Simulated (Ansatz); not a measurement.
## Clamped-ion strain scan in Ag

All numbers below come from DFT r2SCAN, scalar-relativistic, plane waves, PAW in Ansatz 0.2.0. Settings: plane waves to 500 eV, k-mesh 20×20×20 (Γ-centred), Gaussian smearing 0.15 eV. No spin polarisation. Energies are free energies at this smearing, counted from the undisturbed cell; pressure is positive in compression.

Reference structure (as given, not relaxed at this level; it stands at 1.4 GPa):

```
CELL_PARAMETERS angstrom
0.00000 2.04310 2.04310
2.04310 0.00000 2.04310
2.04310 2.04310 0.00000
ATOMIC_POSITIONS crystal
Ag 0.00000 0.00000 0.00000
```

The cell is strained by ε times the Voigt pattern (0, 1, 0, 0, 0, 0) (xx, yy, zz, yz, xz, xy; engineering shear) with fractional coordinates fixed. The cell is metallic on the mesh throughout.

```tsv
ε	ΔE (meV/atom)	stress summed along the pattern (GPa, tension positive)	pressure (GPa)
-0.0200	6.0	-4.32	3.8
-0.0150	3.9	-3.55	3.2
-0.0100	2.2	?	?
-0.0050	0.9	-2.10	2.0
0.0000	0.0	-1.41	1.4
0.0050	?	?	0.9
0.0100	-0.8	-0.08	0.3
0.0150	?	?	-0.2
0.0175	-0.5	0.87	-0.4
0.0200	-0.2	1.18	-0.7
```

(1) Give the withheld values.

Results:

(1) stress summed along the pattern (GPa, tension positive) at ε = -0.0100: -2.82; pressure (GPa) at ε = -0.0100: 2.6; ΔE (meV/atom) at ε = 0.0050: -0.6; stress summed along the pattern (GPa, tension positive) at ε = 0.0050: -0.74; ΔE (meV/atom) at ε = 0.0150: -0.7; stress summed along the pattern (GPa, tension positive) at ε = 0.0150: 0.56.